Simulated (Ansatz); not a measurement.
Cs2VHO4:
```cif
data_H2Cs4O8V2
_chemical_formula_sum 'Cs4 V2 H2 O8'
_space_group_name_H-M_alt 'P 1'
_space_group_IT_number 1
_cell_length_a 7.23648
_cell_length_b 7.23648
_cell_length_c 8.71153
_cell_angle_alpha 90.000
_cell_angle_beta 90.000
_cell_angle_gamma 136.573
loop_
_space_group_symop_operation_xyz
  'x, y, z'
loop_
_atom_site_label
_atom_site_type_symbol
_atom_site_fract_x
_atom_site_fract_y
_atom_site_fract_z
_atom_site_occupancy
Cs1 Cs 0.63440 0.36560 0.06057 1
Cs2 Cs 0.36560 0.63440 0.56057 1
Cs3 Cs 0.05438 0.94562 0.38686 1
Cs4 Cs 0.94562 0.05438 0.88686 1
V1 V 0.66927 0.33073 0.62448 1
V2 V 0.33073 0.66927 0.12448 1
H1 H 0.12977 0.87023 0.71136 1
H2 H 0.87023 0.12977 0.21136 1
O1 O 0.36794 0.63206 0.94123 1
O2 O 0.63206 0.36794 0.44123 1
O3 O 0.89663 0.65091 0.71125 1
O4 O 0.10337 0.34909 0.21125 1
O5 O 0.34909 0.10337 0.71125 1
O6 O 0.65091 0.89663 0.21125 1
O7 O 0.20621 0.79379 0.13200 1
O8 O 0.79379 0.20621 0.63200 1
```

Relaxed with r²SCAN.

Question: Tabulate the valence density and the electron localisation function along the shortest V–O contact (1.67 Å), the program Ansatz at the r²SCAN level (PAW).

Answer: 

```tsv
distance from V (Å)	density (e/Å³)	ELF
0.17	14.78	0.70
0.25	12.82	0.73
0.33	10.44	0.74
0.42	7.96	0.72
0.50	5.71	0.65
0.59	3.89	0.53
0.67	2.62	0.39
0.75	1.87	0.30
0.84	1.56	0.32
0.92	1.59	0.46
1.00	1.90	0.64
1.09	2.49	0.74
1.17	3.33	0.76
1.25	4.37	0.71
1.34	5.44	0.61
1.42	6.38	0.48
1.51	7.06	0.35
```

The density is the valence pseudo-density with augmentation charge, so density and ELF within about 1 Å of a nucleus are not all-electron values.

Space group Cmc2_1. The workflow started from a Materials Project entry (that database holds measured and hypothetical structures alike); the Crystallography Open Database copy checked does not list it. Whether it is the stable phase at ambient conditions was not checked. Symmetry was held in the r²SCAN relaxation; its stability against distortions is not shown here. The run is not spin-polarised. No Hubbard U is applied. Scalar-relativistic: spin–orbit coupling is off unless named, which matters more the heavier the elements.

Potentials: the later of the program's two PAW sets.
